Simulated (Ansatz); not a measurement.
AlNi:
```xyz
2
Lattice="2.8323 0.0000 0.0000 0.0000 2.8323 0.0000 0.0000 0.0000 2.8323" Properties=species:S:1:pos:R:3 pbc="T T T"
Al     1.4161     1.4161     1.4161
Ni     0.0000     0.0000     0.0000
```

Relaxed with LDA.

**Question.** Decompose the optical modes at the zone centre into irreducible representations, and say which are infrared and Raman allowed.

**Answer.** Point group m-3m: Γ_opt = T1u. Infrared: T1u. Raman: none.

**Question.** Assign frequencies (DFPT, LDA (plane waves, PAW; program Ansatz)).

**Answer.** T1u 307 cm⁻¹.

Space group Pm-3m (CsCl type). The cell was relaxed with LDA under the symmetry of its start. No spin polarisation was allowed. As this level gives no gap, phonon frequencies hold no LO–TO term and depend on the k-mesh and smearing (Fermi–Dirac, 0.1 eV here).

Potentials: the earlier of the program's two PAW sets. The files were generated under PBE; for other functionals the program regenerates the frozen cores, and for LDA and PBEsol the local potential too.
